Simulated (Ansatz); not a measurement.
The geometry is COD entry 1537628, unchecked; take it as a test cell. The listed cell was then made from it by scaling, straining or moving an atom.

ScPt: DFT, LDA, PAW with Ansatz's default frozen-core files, scalar-relativistic (Ansatz 0.2.0). What sets it apart from a plain run of this crystal: zz strain of -1 %.

Command: `ansatz run input.yaml --threads 1 --pin off --max-ram 3072MiB --backend cpu --events-out ev --progress --plain --runs-dir out` The run took 3.2 s on 1 thread of Intel(R) Xeon(R) 6975P-C (Granite Rapids) (shared host), peak memory 0.46 GiB.

```yaml
crystal:
  lattice:
    - [3.27, 0.0, 0.0]
    - [0.0, 3.27, 0.0]
    - [0.0, 0.0, 3.2373]
  atoms:
    - { symbol: Sc, position: [0.5, 0.5, 0.5] }
    - { symbol: Pt, position: [0.0, 0.0, 0.0] }
kpoints:
  mp_grid: { grid: [10, 10, 10] }
scf:
  occupations: { method: fermi_dirac, width: 0.05 }
hamiltonian:
  xc: lda
  pseudopotentials: { kind: paw }
output:
  forces: true
  stress: true
  eigenvalues: true
  efg: { contact_densities: true }
```

Output:

```
Pt: output.efg is read without spin–orbit coupling, which moves field gradients at and beside such atoms by some per cent and up to a factor of two; PAW files take it under magnetization.noncollinear and magnetization.spin_orbit
Engine: ansatz 0.2.0
Pseudopotentials: kind: paw
Pseudopotential: Sc, paw, valence charge 11, recommended cutoff 420 eV (normal)
Pseudopotential: Pt, paw, valence charge 18, recommended cutoff 420 eV (normal)
Functional definition: SPW92
  exchange = slater_x
  correlation = pw_c
Crystal: 2 atoms, lattice volume = 34.616 Å³
Basis set: ecut = 420 eV, 691 PW (Γ)
Bands: 19, of which v1, the nominal top of the filled ones, is band 15 counted from 1 (14 counted from 0)
Symmetry: 16 space group operations
Space group: P4/mmm (ITA 123), of the structure as read, at distance tolerance 3.3e-5 Å
k-points: 126 of 1000
Non-local potential: Sc, projectors of the file, l = 0: 3, l = 1: 2, l = 2: 3, l = 3: 1
Non-local potential: Pt, projectors of the file, l = 0: 3, l = 1: 2, l = 2: 2, l = 3: 1
PAW form: soft (Blöchl's): semilocal exchange-correlation on the pseudo side does not see the compensation charge
PAW frozen core: Sc, regenerated for the run's functional, and the local potential with it (the file was generated under x = pbe(κ = 0.804, μ = 0.2195149727645171), c = pbe(β = 0.06672455060314922))
PAW frozen core: Pt, regenerated for the run's functional, and the local potential with it (the file was generated under x = pbe(κ = 0.804, μ = 0.2195149727645171), c = pbe(β = 0.06672455060314922))
PAW one-centre angular grid: Sc, 590 points (default); XC on 64 Gauss nodes
PAW one-centre angular grid: Pt, 590 points (default); XC on 64 Gauss nodes
Initial density: superposition of atomic densities (neutral atoms: chi_scale 0, normalization atom), corrected by the library's trained network
Initial wavefunctions: pseudopotential atomic-orbital guess
Functional: x = slater, c = lda
SCF iter   1: F=—  HF=-14336.463651 eV  |F-HF|=—  |Δ(HF+E_count)|=         —  Δρ=7.74e-3  dr2=1.94e-2  ethr=1.77e-3  ⟨swp⟩=4.4  Hψ=9423  notcnv=0
preconditioner: auto → none  [metal: Δε(μ)=0.018 eV  Ē_g=5.614 eV  σ=0.050 eV  W_gap=0.09  n_scr=6 (ndim 8)  ℏωp=22.8 eV  f_vac=0.000  D(μ)=1.84/eV (n_scr^D=18)  sad-step TF]
SCF iter   2: F=—  HF=-14336.460935 eV  |F-HF|=—  |Δ(HF+E_count)|=   2.72e-3  Δρ=4.26e-3  dr2=6.46e-3  ethr=6.68e-5  ⟨swp⟩=2.0  Hψ=3939  notcnv=0
SCF iter   3: F=—  HF=-14336.459637 eV  |F-HF|=—  |Δ(HF+E_count)|=   1.30e-3  Δρ=3.98e-4  dr2=8.88e-5  ethr=2.23e-5  ⟨swp⟩=2.1  Hψ=3235  notcnv=0
SCF iter   4: F=—  HF=-14336.459629 eV  |F-HF|=—  |Δ(HF+E_count)|=   7.90e-6  Δρ=6.53e-5  dr2=1.19e-6  ethr=3.06e-7  ⟨swp⟩=2.1  Hψ=3068  notcnv=0
iter 5 did not close the SCF: its close was put off for the readings that it lacked (scf_convergence_deferred on its scf_iter line)
SCF iter   5: F=-14336.459629 eV  HF=-14336.459629 eV  |F-HF|=5.27e-8  |Δ(HF+E_count)|=   5.16e-8  Δρ=1.29e-5  dr2=7.03e-8  ethr=4.09e-9  ⟨swp⟩=2.3  Hψ=4052  notcnv=0
SCF iter   6: F=-14336.459629 eV  HF=-14336.459629 eV  |F-HF|=1.43e-9  |Δ(HF+E_count)|=   2.07e-8  Δρ=2.78e-6  dr2=2.14e-9  ethr=2.42e-10  ⟨swp⟩=2.0  Hψ=8027  notcnv=0
SCF 1 converged in 6 iterations: F = -14336.459629 eV  dr2 = 2.14e-9
  greatest PAW one-centre occupation: 1.000 electrons in one spin orbital (limit 2), on the Pt atom at site 1 (counted from 0), in its partial waves of l = 0
SCF converged after 6 iterations
Free energy (F): -14336.459629 eV
Harris-Foulkes:  -14336.459629 eV  (|F-HF|=1.43e-9)
Internal energy: -14336.444687 eV  (E = F + TS)
E sigma→0 (E₀):  -14336.452158 eV
Entropy (-TS):   -0.014942 eV (-7.471 meV/atom)
Fermi energy:    17.086614 eV
--- Per-component energies (eV) ---
  E_band       = -334.638121
  E_kinetic    = 902.424938
  E_local      = -2491.996409  (includes V_loc(G=0)·N_el)
  E_nonlocal   = 291.097766
  E_hartree    = 905.392999
  E_xc         = -365.723114
  E_vxc        = -434.151545  (∫ρ·V_xc dr)
  E_paw        = -10087.576756  (= ΣΔE_a)
  E_vpaw       = -412.799546  (= ΣTr[D̂ρ^β])
  E_aug_tail   = 0.000174  (compensation charges beyond the density's cutoff)
  E_ewald      = -3490.833078
  E_core_change = 0.768792  (= ΣΔE_core)
  E_smearing   = -0.014942  (= −TS)
  E_closure    = -0.000000  (closes the sum)
  Σ components = -14336.459629   (vs F -14336.459629, Δ=0.00e0)
--- Forces (eV/Å), atoms counted from 1 ---
  atom   1  Sc     0.00000000    -0.00000000    -0.00000000
  atom   2  Pt     0.00000000     0.00000000     0.00000000
  max |Σ_I F_I| component: 5.05e-29 eV/Å
--- Stress (GPa, compression-positive) ---
       -4.022718      -0.000000      -0.000000
       -0.000000      -4.022718      -0.000000
       -0.000000      -0.000000      -4.073162
  P = ⅓ Tr σ = -4.0395 GPa (-40.395 kbar)
--- PAW observables at the nuclei: V_zz in 10²¹ V/m², potentials from the cell's mean, atoms counted from 1 ---
  atom   1  Sc V_zz =    +0.109578   η = 0.0000   by run symmetry: allowed
            electrostatic potential = -2378.422179 V   contact ρ = 48237.298910 e/Å³
  atom   2  Pt V_zz =    +0.323104   η = 0.0000   by run symmetry: allowed
            electrostatic potential = -16120.216400 V   contact ρ = 12038833.901650 e/Å³
--- Band table (eV; the first three rows and the last of 126) ---
  k-point 0: bands = ["-81.7176", "-35.8210", "-35.8179", "-35.8179", "-32.2271", "-11.0342", "-11.0342", "-11.0255", "8.9057", "11.7691", "11.7716", "14.1626", "14.2172", "14.2172", "18.4652", "18.5513", "20.5505", "20.5505", "20.5539"]
  k-point 1: bands = ["-81.7175", "-35.8256", "-35.8176", "-35.8176", "-32.2238", "-11.0522", "-11.0330", "-11.0330", "9.0937", "11.8395", "11.8906", "14.1723", "14.1723", "14.1997", "18.4093", "18.5084", "20.1605", "20.1605", "20.4800"]
  k-point 2: bands = ["-81.7173", "-35.8377", "-35.8167", "-35.8167", "-32.2153", "-11.1215", "-11.0297", "-11.0297", "9.6280", "12.0298", "12.2299", "14.0583", "14.0583", "14.3005", "18.0288", "18.5198", "19.4261", "19.4261", "20.2840"]
  k-point 125: bands = ["-81.7150", "-35.8562", "-35.8478", "-35.8478", "-32.1601", "-11.2375", "-11.2224", "-11.2224", "12.6994", "12.6994", "12.7370", "15.5015", "15.5437", "15.6155", "15.6155", "15.6490", "20.1027", "20.7348", "20.7795"]
```

Spin polarisation is left out, and whether a magnetic state lies lower isn't shown here.
